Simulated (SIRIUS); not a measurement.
A self-consistent single point of TePb (Fm-3m, 8 atoms in the cell; from Materials Project mp-19717, changed as shown) with SIRIUS.

All values come from this method and carry its errors: PBE, GBRV PBE ultrasoft pseudopotentials (plane waves; SIRIUS).

The change in words: lattice scaled by 0.98. Reference geometry (Fm-3m):
```xyz
8
Lattice="6.5418 0.0000 0.0000 0.0000 6.5418 0.0000 0.0000 0.0000 6.5418" Properties=species:S:1:pos:R:3 pbc="T T T"
Te     0.0000     0.0000     0.0000
Te     0.0000     3.2709     3.2709
Te     3.2709     0.0000     3.2709
Te     3.2709     3.2709     0.0000
Pb     3.2709     0.0000     0.0000
Pb     3.2709     3.2709     3.2709
Pb     0.0000     0.0000     3.2709
Pb     0.0000     3.2709     0.0000
```

Reference input (self-consistent single point, DFT, PBE, plane waves, GBRV PBE ultrasoft pseudopotentials): parameters.ngridk = 4 4 4; parameters.xc_functionals = [XC_GGA_X_PBE, XC_GGA_C_PBE]; parameters.gk_cutoff = 6.325 1/bohr; parameters.pw_cutoff = 14.143 1/bohr; parameters.smearing = fermi_dirac; parameters.smearing_width = 0.00183747 Ha; potentials = GBRV PBE ultrasoft pseudopotentials; parameters.electronic_structure_method = pseudopotential; parameters.num_bands = 48; parameters.num_mag_dims = 0; parameters.num_dft_iter = 100; parameters.energy_tol = 1e-07 Ha. This run's input differs from it in these lines:

```diff
@@ -32,5 +32,5 @@
     "lattice_vectors": [
-      [12.3621914648, 0.0, 0.0],
-      [0.0, 12.3621914648, 0.0],
-      [0.0, 0.0, 12.3621914648]
+      [12.1149472576, 0.0, 0.0],
+      [0.0, 12.1149472576, 0.0],
+      [0.0, 0.0, 12.1149472576]
     ],
```

Output (repeated stretches shortened):

```
[find] density tolerance         : 1e-06
[find] total energy tolerance    : 1e-07
[find] iter_solver_tol (initial) : 0.01
[find] iter_solver_tol (target)  : 1e-13
[find] num_dft_iter              : 100
Charges and magnetic moments
--------------------------------------------------------------------------------
total charge          : 80.000000
[find] | SCF iteration   0 out of 100|
[diagonalize] iterative solver tolerance (occupied, empty): 0.01 0.01
[diagonalize] average number of iterations: 1.9
[find] Charges and magnetic moments
[find] total charge          : 80.000000
[find] Energy
   [... lines left out ...]

[find] Charges and magnetic moments
[find] total charge          : 80.000000
[find] Energy
[find] smearing (-TS)                 :      -0.00000518
[find] Total energy                   :    -381.42581625 (Ha),    -762.85163250 (Ry)
[find] Free energy (E-TS)             :    -381.42582143 (Ha),    -762.85164285 (Ry)
[find] band gap (eV)                  :       0.65003244
[find] Efermi                         :       0.30015513
[find] iteration : 33, RMS (target) : 2.0182e-07 (1.0000e-06) , energy difference (target) : 1.5859e-11 (1.0000e-07)
[find] bands are converged : false
[find] iterative solver converged : false
[find] converged after 34 SCF iterations!
[find] Charges and magnetic moments
[find] total charge          : 80.000000
[find] Energy
[find] smearing (-TS)                 :      -0.00000518
[find] Total energy                   :    -381.42581625 (Ha),    -762.85163250 (Ry)
[find] Free energy (E-TS)             :    -381.42582143 (Ha),    -762.85164285 (Ry)
[find] band gap (eV)                  :       0.65003244
[find] Efermi                         :       0.30015513
[ground_state] === stress tensor components [kbar] ===
[ground_state] === stress_total ===
[ground_state]   -31.481899   -0.000000    0.000000
[ground_state]    -0.000000  -31.481899   -0.000000
[ground_state]     0.000000   -0.000000  -31.481899
[ground_state] ==== total Forces in Ha/bohr =====
[ground_state] atom:    0, force:       0.0000000      0.0000000      0.0000000
   [... zero for the other atoms too ...]
```

The run converged in 34 iterations. SIRIUS prints the stress tensor with tension positive. Against the reference run the free energy goes up by 21.7 meV/atom, the pressure goes from 0.35 to 3.15 GPa and the gap on the mesh goes from 0.784 to 0.650 eV.

Spin-orbit coupling is left out, which matters for bands and gaps with elements this heavy. The structure comes from a collection of computed structures, made at another level of theory; the collection holds predicted forms beside known ones.

Cost on one core: about 2.8 core-minutes (a rough figure).

The gap that the log prints is read on the run's mesh, which can miss the band edges or a crossing.
